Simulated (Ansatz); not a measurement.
# How close does DFT come to the measured hyperfine parameters of AlN?

**What was measured.**

Zeman et al., Molecules, 2020 (PMC7037746) reports: |C_Q| of ¹⁴N 8.19 kHz; |C_Q| of Al-27 1.914 MHz.

Cell of run 1: a COD entry (the entry's cell lengths or inner coordinates differ somewhat from later room-temperature determinations), atoms as given.

```xyz
4
Lattice="3.1130 0.0000 0.0000 -1.5565 2.6959 0.0000 0.0000 0.0000 4.9810" Properties=species:S:1:pos:R:3 pbc="T T T"
Al    0.0000    1.7973    0.0000
Al    1.5565    0.8986    2.4905
N     0.0000    1.7973    1.8928
N     1.5565    0.8986    4.3833
```

Atom numbers follow the list; atoms alike are taken as one site, whose name carries the number of the first.

All runs are DFT with Ansatz 0.2.0 (plane waves and PAW, scalar-relativistic unless spin–orbit coupling is named, Γ-centred meshes, Fermi–Dirac smearing) in this cell.

Run 1: PBE, atoms as given; 420 eV, 11×11×6 k-points, smearing 0.02 eV.
Run 2: PBE, atoms relaxed; 420 eV, 11×11×6 k-points, smearing 0.02 eV.
Run 3: r2SCAN, at the relaxed atoms; 500 eV, 11×11×6 k-points, smearing 0.02 eV.
Run 4: LDA, at the relaxed atoms; 420 eV, 11×11×6 k-points, smearing 0.02 eV.

Relaxed positions (PBE, cell held):

```
CELL_PARAMETERS angstrom
3.11300 0.00000 0.00000
-1.55650 2.69594 0.00000
0.00000 0.00000 4.98100
ATOMIC_POSITIONS crystal
Al 0.33333 0.66667 0.99902
Al 0.66667 0.33333 0.49902
N 0.33333 0.66667 0.38098
N 0.66667 0.33333 0.88098
```

¹⁴N: I = 1, Q = 20.44 mb; Al-27: I = 5/2, Q = 146.6 mb (Pyykkö 2018). C_Q = eQV_zz/h.

Question: How well do the runs reproduce the measured values?

Answer: 

```
      quantity  unit  measured  run 1  run 2  run 3  run 4
  |C_Q| of ¹⁴N   MHz   0.00819  0.025  0.008  0.014  0.017
|C_Q| of Al-27   MHz     1.914  0.901   1.72   1.74   1.70
```

The gradient behind the |C_Q| of ¹⁴N is so small (V_zz from -0.050 to -0.017 × 10²¹ V/m²) that the runs can't be ranked by it. For the |C_Q| of Al-27, the closest is run 3 (-9 %), the farthest run 1 (-53 %). Runs 1 and 2 differ in the positions of the atoms alone.

The runs hold the atoms at rest, while the measurements include thermal motion.

With these PAW files V_zz is typically within 2 to 3 % of all-electron values, but misses above 10 % occur on Al. Run 1: The values hang on the deposited positions: relaxing the atoms moves V_zz on Al from 0.25 to 0.48.
